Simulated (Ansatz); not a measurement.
Phonons of CdS (zinc blende) at Γ, L = (0.5, 0.0, 0.0), X = (0.5, 0.5, 0.0).

CdS (zinc blende)

```xyz
2
Lattice="0.0000 2.9635 2.9635 2.9635 0.0000 2.9635 2.9635 2.9635 0.0000" Properties=species:S:1:pos:R:3 pbc="T T T"
S      4.4453     4.4453     4.4453
Cd     0.0000     0.0000     0.0000
```

All values below come from PBE (plane waves to 420 eV, PAW, scalar-relativistic; Ansatz, a first-principles code). DFPT wavenumbers on a 10×10×10 k mesh, in cm⁻¹; i marks imaginary ones, q is in fractions of the reciprocal vectors of the cell shown, and the three acoustic modes at Γ are left out. The non-analytic (LO-TO) term is not included, so polar modes at Γ have their transverse values. CdS was relaxed with its symmetry unable to fall. The PAW data are Ansatz's earlier set.

```tsv
q	wavenumbers (cm⁻¹)
Γ	216 (×3)
L = (0.5, 0.0, 0.0)	43 (×2), 131, 234 (×2), 281
X = (0.5, 0.5, 0.0)	54 (×2), 141, 256 (×2), 271
```

The structure shows no imaginary mode at these points (lowest 43 cm⁻¹ at L = (0.5, 0.0, 0.0)); other wave vectors were not tested.

Highest mode: 281 cm⁻¹ at L = (0.5, 0.0, 0.0).
